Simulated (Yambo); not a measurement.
Yambo run on WO3 (ReO3 type, space group Pm-3m, No. 221). The wavefunctions are norm-conserving PBEsol (Quantum ESPRESSO, 84 Ry, with spin-orbit coupling) ones on a 4×4×4 mesh (32 occupied bands); a = b = c = 3.795 Å, α = β = γ = 90.00°.

Yambo input:

```
rim_cut
HF_and_locXC
RandQpts= 1000000
RandGvec= 1 Ry
EXXRLvcs= 84 Ry
VXCRLvcs= 336 Ry
% QPkrange
 1 | 1 | 30 | 34 |
 3 | 3 | 32 | 33 |
 6 | 6 | 32 | 33 |
 10 | 10 | 32 | 33 |
%
```

k points by index: 1 = Γ, 3 = X, 6 = M, 10 = R.

Resulting energies as the program prints them:

```
#    K-point    Band    Eo [eV]    Ehf [eV]    Vxc [eV]    Vnlxc [eV]
#
    1    30    -0.991891    -5.791626    -20.55100    -25.35073
    1    31    -0.991891    -5.791621    -20.55100    -25.35073
    1    32    -0.991891    -5.791624    -20.55100    -25.35073
    1    33    0.422546    5.298020    -16.54856    -11.67308
    1    34    0.422546    5.298018    -16.54856    -11.67309
    3    32    -1.036060    -5.835526    -20.24717    -25.04664
    3    33    0.647820    5.630349    -16.56103    -11.57850
    6    32    -0.018389    -5.019953    -20.34085    -25.34241
    6    33    4.013407    9.598426    -19.46818    -13.88317
    10    32    0.000000    -5.020018    -20.36252    -25.38254
    10    33    5.422397    12.26051    -19.35870    -12.52059
```
Exchange alone, without screening.

Geometry relaxed with PBEsol.

The structure is a Materials Project entry; no match was found in the copy of COD used, and its stability was not checked.
